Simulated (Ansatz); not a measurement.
# LaS2, relaxed from a CdCl2-type start to space group Fm-3m (read at 0.02 Å)

Computed with Ansatz (plane waves, PAW, 420 eV cutoff): PBEsol, scalar-relativistic, no spin polarisation, 8×8×8 k-mesh, Gaussian smearing of 0.05 eV. The datasets are Ansatz's generated set soft_2.

```
CELL_PARAMETERS angstrom
2.37826 1.37309 3.88888
-2.37826 1.37309 3.88888
0.00000 -2.74618 3.88888
ATOMIC_POSITIONS crystal
La 0.00000 0.00000 0.00000
S 0.24986 0.24986 0.24986
S 0.75014 0.75014 0.75014
```

This is a trial structure; measured cells of the compound in the Crystallography Open Database are in space group Pnma.

The cell above was scaled in volume, and shape and atoms were relaxed at each volume within its symmetry. Energies are counted from the cell above.

```tsv
V (Å³/atom)	ΔE (meV/atom)	P from the stress (GPa)
24.383	9.05	2.92
24.891	2.22	1.40
25.399	0.00	0.01
25.907	1.96	-1.24
26.415	7.73	-2.38
```

**Question.** Do the energies and the pressures agree? Compare −ΔE/ΔV between neighbouring points (1 meV/Å³ = 0.1602 GPa) with the mean of their pressures.

**Answer.** 
```
interval (Å³/atom)  −ΔE/ΔV (GPa)  mean P (GPa)
    24.38 to 24.89           2.2           2.2
    24.89 to 25.40           0.7           0.7
    25.40 to 25.91          -0.6          -0.6
    25.91 to 26.41          -1.8          -1.8
```
They differ by 0.00 GPa at most.

**Question.** What do the two routes give for V0, B0 and B0′?

**Answer.** A third-order Birch–Murnaghan fit of the energies: V0 = 25.41 Å³/atom, B0 = 66 GPa, B0′ = 3.8. A polynomial of P in ln V, with B = −dP/d ln V at P = 0: V0 = 25.40 Å³/atom, B0 = 66 GPa, B0′ = 3.8.

B0·V0 = 65.8 GPa × 25.41 Å³ = 10.44 eV/atom sets the scale: near the minimum ΔE ≈ ½ B0 V0 x², with x = V/V0 − 1, and a pressure of 0.7 GPa squeezes the volume by about 1 %. At the ends of the curve: x = −4.0 % predicts 8.5 meV/atom and the run gives 9.1; x = +4.0 % predicts 8.2 meV/atom and the run gives 7.7. The lopsidedness is anharmonic: atoms resist being pushed together more than being pulled apart.

No spin–orbit coupling, a notable omission for heavy elements. The cell is a metal with an odd number of electrons, and spin polarisation wasn't tried.
